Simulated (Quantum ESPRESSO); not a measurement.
InAl2GaP4, finding a planted mistake in a log

Computed values, not a measurement. The program is pw.x of Quantum ESPRESSO 7.5 (plane-wave density functional theory). The cell is made up: 8 atoms on a zincblende/diamond lattice, with randomly drawn elements, strain and displacements, not relaxed. PseudoDojo standard norm-conserving files (v0.5 for PBE, v0.4.1 for LDA and PBEsol) set the functional; there is no spin polarisation, spin-orbit coupling or dispersion term, and the masses in the input are unused placeholders.

Intended input:

```
&control calculation='scf', pseudo_dir='./dojo.nc.sr.pbe.v0_5.standard.upf', outdir='./o', disk_io='medium', tprnfor=.true., tstress=.true. /
&system ibrav=0, nat=8, ntyp=4, nbnd=32, ecutwfc=79.96652505, nosym=.true., tot_charge=0,
 occupations='smearing', smearing='fd', degauss=0.0018374661
/
&electrons conv_thr=7.350e-09, electron_maxstep=60, /
ATOMIC_SPECIES
Al 1.0 Al.upf
Ga 1.0 Ga.upf
In 1.0 In.upf
P 1.0 P.upf
CELL_PARAMETERS angstrom
5.6079 -0.0325 -0.0359
-0.0325 5.7213 0.0159
-0.0359 0.0159 5.5693
ATOMIC_POSITIONS angstrom
In -0.0153 0.0021 0.0187
Al -0.0437 2.8942 2.7842
Al 2.7647 -0.0158 2.7612
Ga 2.7734 2.8345 -0.0079
P 1.3981 1.4404 1.3876
P 1.3404 4.283 4.157
P 4.1245 1.3822 4.1834
P 4.1683 4.2746 1.3972
K_POINTS automatic
4 4 4 1 1 1
```

The log is shortened where brackets say so; the opening notice, blank lines, dates and the lines on written files are dropped, and the path of the files is cut. It prints rydbergs, bohrs and kilobars, and counts compression as positive stress.

Log of the intended run:

```
     Program PWSCF v.7.5
     Parallel version (MPI & OpenMP), running on       1 processor cores
     Number of MPI processes:                 1
     Threads/MPI process:                     1
     [start-up lines left out]
     bravais-lattice index     =            0
     lattice parameter (alat)  =      10.5978  a.u.
     unit-cell volume          =    1205.7482 (a.u.)^3
     number of atoms/cell      =            8
     number of atomic types    =            4
     number of electrons       =        52.00
     number of Kohn-Sham states=           32
     kinetic-energy cutoff     =      79.9665  Ry
     charge density cutoff     =     319.8661  Ry
     scf convergence threshold =      7.3E-09
     mixing beta               =       0.7000
     number of iterations used =            8  plain     mixing
     Exchange-correlation= PBE
                           (   1   4   3   4   0   0   0)
     [axes and pseudopotential details left out]
   Cartesian axes
     site n.     atom                  positions (alat units)
         1        In     tau(   1) = (  -0.0027282   0.0003745   0.0033345  )
         2        Al     tau(   2) = (  -0.0077923   0.5160741   0.4964597  )
         3        Al     tau(   3) = (   0.4929826  -0.0028173   0.4923585  )
         4        Ga     tau(   4) = (   0.4945339   0.5054288  -0.0014087  )
         5        P      tau(   5) = (   0.2492997   0.2568424   0.2474274  )
         6        P      tau(   6) = (   0.2390110   0.7637155   0.7412481  )
         7        P      tau(   7) = (   0.7354529   0.2464645   0.7459555  )
         8        P      tau(   8) = (   0.7432630   0.7622177   0.2491392  )
     number of k points=    32  Fermi-Dirac smearing, width (Ry)=  0.0018
                       cart. coord. in units 2pi/alat
        k(    1) = (   0.1265256   0.1228946   0.1263358), wk =   0.0625000
        k(    2) = (   0.1281333   0.1222041   0.3780902), wk =   0.0625000
     [further k points left out]
     Dense  grid:   116429 G-vectors     FFT dimensions: (  64,  64,  60)
     Estimated max dynamical RAM per process >     149.48 MB
     Initial potential from superposition of free atoms
     starting charge      51.9880, renormalised to      52.0000
     Starting wfcs are   42 randomized atomic wfcs
     total cpu time spent up to now is       15.4 secs
     per-process dynamical memory:    90.2 Mb
     Self-consistent Calculation
     iteration #  1     ecut=    79.97 Ry     beta= 0.70
     Davidson diagonalization with overlap
     ethr =  1.00E-02,  avg # of iterations =  4.2
     Threshold (ethr) on eigenvalues was too large:
     Diagonalizing with lowered threshold
     Davidson diagonalization with overlap
     ethr =  6.85E-04,  avg # of iterations =  2.0
     total cpu time spent up to now is       70.8 secs
     total energy              =    -350.66471818 Ry
     estimated scf accuracy    <       0.36634289 Ry
     iteration #  2     ecut=    79.97 Ry     beta= 0.70
     Davidson diagonalization with overlap
     ethr =  7.05E-04,  avg # of iterations =  2.1
     total cpu time spent up to now is       96.3 secs
     total energy              =    -350.75361035 Ry
     estimated scf accuracy    <       0.07447601 Ry
     [iterations 3 to 8 left out]
     iteration #  9     ecut=    79.97 Ry     beta= 0.70
     Davidson diagonalization with overlap
     ethr =  7.42E-11,  avg # of iterations =  5.1
     total cpu time spent up to now is      314.6 secs
     total energy              =    -350.76752727 Ry
     estimated scf accuracy    <       0.00000007 Ry
     iteration # 10     ecut=    79.97 Ry     beta= 0.70
     Davidson diagonalization with overlap
     ethr =  7.42E-11,  avg # of iterations =  2.0
     total cpu time spent up to now is      340.9 secs
     End of self-consistent calculation
     [lines on levels left out]
!    total energy              =    -350.76752728 Ry
     estimated scf accuracy    <          3.3E-09 Ry
     smearing contrib. (-TS)   =      -0.00000000 Ry
     internal energy E=F+TS    =    -350.76752728 Ry
     The total energy is F=E-TS. E is the sum of the following terms:
     one-electron contribution =    -161.23309441 Ry
     hartree contribution      =     112.19376429 Ry
     xc contribution           =    -102.70310303 Ry
     ewald contribution        =    -199.02509414 Ry
     convergence has been achieved in  10 iterations
     Forces acting on atoms (cartesian axes, Ry/au):
     atom    1 type  3   force =     0.01432966   -0.00959432   -0.01061678
     atom    2 type  1   force =    -0.00472639   -0.02031644    0.00589096
     atom    3 type  1   force =     0.00293130   -0.00091763    0.00074398
     atom    4 type  2   force =     0.00444095    0.00325187   -0.00397068
     atom    5 type  4   force =     0.02074866    0.03256550    0.04145869
     atom    6 type  4   force =     0.02455627   -0.02040872   -0.01827679
     atom    7 type  4   force =    -0.02256673    0.04902627   -0.04802380
     atom    8 type  4   force =    -0.03971371   -0.03360653    0.03279442
     Total force =     0.120418     Total SCF correction =     0.000122
     Computing stress (Cartesian axis) and pressure
          total   stress  (Ry/bohr**3)                   (kbar)     P=        1.36
   0.00003443   0.00005939   0.00008310            5.07        8.74       12.23
   0.00005939  -0.00006003  -0.00004499            8.74       -8.83       -6.62
   0.00008310  -0.00004499   0.00005329           12.23       -6.62        7.84
     init_run     :     13.64s CPU     15.29s WALL (       1 calls)
     electrons    :    305.10s CPU    325.55s WALL (       1 calls)
     forces       :      3.98s CPU      4.09s WALL (       1 calls)
     stress       :     14.15s CPU     14.93s WALL (       1 calls)
     [timing details left out]
     PWSCF        :   5m37.06s CPU   6m 0.32s WALL
     JOB DONE.
```

A second run was made from an input with one planted mistake. Its log:

```
     Program PWSCF v.7.5
     Parallel version (MPI & OpenMP), running on       1 processor cores
     Number of MPI processes:                 1
     Threads/MPI process:                     1
     [start-up lines left out]
     bravais-lattice index     =            0
     lattice parameter (alat)  =      10.5978  a.u.
     unit-cell volume          =    1205.7482 (a.u.)^3
     number of atoms/cell      =            8
     number of atomic types    =            4
     number of electrons       =        53.00
     number of Kohn-Sham states=           33
     kinetic-energy cutoff     =      79.9665  Ry
     charge density cutoff     =     319.8661  Ry
     scf convergence threshold =      7.3E-09
     mixing beta               =       0.7000
     number of iterations used =            8  plain     mixing
     Exchange-correlation= PBE
                           (   1   4   3   4   0   0   0)
     [axes and pseudopotential details left out]
   Cartesian axes
     site n.     atom                  positions (alat units)
         1        In     tau(   1) = (  -0.0027282   0.0003745   0.0033345  )
         2        Al     tau(   2) = (  -0.0077923   0.5160741   0.4964597  )
         3        Al     tau(   3) = (   0.4929826  -0.0028173   0.4923585  )
         4        Ga     tau(   4) = (   0.4945339   0.5054288  -0.0014087  )
         5        P      tau(   5) = (   0.2492997   0.2568424   0.2474274  )
         6        P      tau(   6) = (   0.2390110   0.7637155   0.7412481  )
         7        P      tau(   7) = (   0.7354529   0.2464645   0.7459555  )
         8        P      tau(   8) = (   0.7432630   0.7622177   0.2491392  )
     number of k points=    32  Fermi-Dirac smearing, width (Ry)=  0.0018
                       cart. coord. in units 2pi/alat
        k(    1) = (   0.1265256   0.1228946   0.1263358), wk =   0.0625000
        k(    2) = (   0.1281333   0.1222041   0.3780902), wk =   0.0625000
     [further k points left out]
     Dense  grid:   116429 G-vectors     FFT dimensions: (  64,  64,  60)
     Estimated max dynamical RAM per process >     150.61 MB
     Initial potential from superposition of free atoms
     starting charge      51.9880, renormalised to      53.0000
     Starting wfcs are   42 randomized atomic wfcs
     total cpu time spent up to now is        8.1 secs
     per-process dynamical memory:    98.5 Mb
     Self-consistent Calculation
     iteration #  1     ecut=    79.97 Ry     beta= 0.70
     Davidson diagonalization with overlap
     ethr =  1.00E-02,  avg # of iterations =  4.1
     total cpu time spent up to now is       26.5 secs
     total energy              =    -349.90971907 Ry
     estimated scf accuracy    <       0.66058301 Ry
     iteration #  2     ecut=    79.97 Ry     beta= 0.70
     Davidson diagonalization with overlap
     ethr =  1.25E-03,  avg # of iterations =  3.0
     total cpu time spent up to now is       47.5 secs
     total energy              =    -350.11902636 Ry
     estimated scf accuracy    <       0.34051730 Ry
     [iterations 3 to 9 left out]
     iteration # 10     ecut=    79.97 Ry     beta= 0.70
     Davidson diagonalization with overlap
     ethr =  3.31E-10,  avg # of iterations =  2.5
     total cpu time spent up to now is      191.4 secs
     total energy              =    -350.19406718 Ry
     estimated scf accuracy    <       0.00000002 Ry
     iteration # 11     ecut=    79.97 Ry     beta= 0.70
     Davidson diagonalization with overlap
     ethr =  3.42E-11,  avg # of iterations =  3.3
     total cpu time spent up to now is      207.2 secs
     End of self-consistent calculation
     [lines on levels left out]
!    total energy              =    -350.19406718 Ry
     estimated scf accuracy    <          2.3E-09 Ry
     smearing contrib. (-TS)   =      -0.00004116 Ry
     internal energy E=F+TS    =    -350.19402602 Ry
     The total energy is F=E-TS. E is the sum of the following terms:
     one-electron contribution =    -160.00629127 Ry
     hartree contribution      =     112.20233160 Ry
     xc contribution           =    -103.36497221 Ry
     ewald contribution        =    -199.02509414 Ry
     convergence has been achieved in  11 iterations
     Forces acting on atoms (cartesian axes, Ry/au):
     atom    1 type  3   force =     0.01459703   -0.01103811   -0.00991468
     atom    2 type  1   force =    -0.00398719   -0.01811478    0.00407813
     atom    3 type  1   force =     0.00248344   -0.00270184   -0.00059948
     atom    4 type  2   force =     0.00454520    0.00402002   -0.00387348
     atom    5 type  4   force =     0.01945808    0.03079369    0.04625610
     atom    6 type  4   force =     0.02283458   -0.01817458   -0.02292331
     atom    7 type  4   force =    -0.02206104    0.04630181   -0.05116794
     atom    8 type  4   force =    -0.03787008   -0.03108622    0.03814466
     Total force =     0.121686     Total SCF correction =     0.000117
     Computing stress (Cartesian axis) and pressure
          total   stress  (Ry/bohr**3)                   (kbar)     P=      100.35
   0.00069950   0.00005064   0.00007713          102.90        7.45       11.35
   0.00005064   0.00061960  -0.00004233            7.45       91.15       -6.23
   0.00007713  -0.00004233   0.00072749           11.35       -6.23      107.02
     init_run     :      6.84s CPU      8.07s WALL (       1 calls)
     electrons    :    176.09s CPU    199.09s WALL (       1 calls)
     forces       :      3.28s CPU      3.35s WALL (       1 calls)
     stress       :      9.61s CPU     10.14s WALL (       1 calls)
     [timing details left out]
     PWSCF        :   3m15.93s CPU   3m40.88s WALL
     JOB DONE.
```

Question: what was wrong in the second input?

Answer: the cell has the wrong charge. The input lines that differ, file-writing options aside:

```
- &system ibrav=0, nat=8, ntyp=4, nbnd=32, ecutwfc=79.96652505, nosym=.true., tot_charge=0,
+ &system ibrav=0, nat=8, ntyp=4, nbnd=33, ecutwfc=79.96652505, nosym=.true., tot_charge=-1,
```

|  | intended run | run with the mistake |
| --- | --- | --- |
| free energy (eV) | -4772.435 | -4764.633 |
| smearing term -TS (eV) | 0.0000 | -0.0006 |
| pressure (GPa) | 0.14 | 10.04 |
| largest force component (eV/Å) | 1.261 | 1.316 |
| largest change of a force component (eV/Å) |  | 0.138 |
| iterations | 10 | 11 |

For scale, a rerun of the intended cell at 1377 eV and a 6 x 6 x 6 mesh moved values by no more than 0.006 eV in energy, 0.02 GPa in stress and 0.002 eV/Å in force. The charged cell sits in a uniform background, so its energy and stress rest on the program's zero of potential. The number of bands, nbnd, was set by rule from the electron count and the smearing, so it follows the mistake.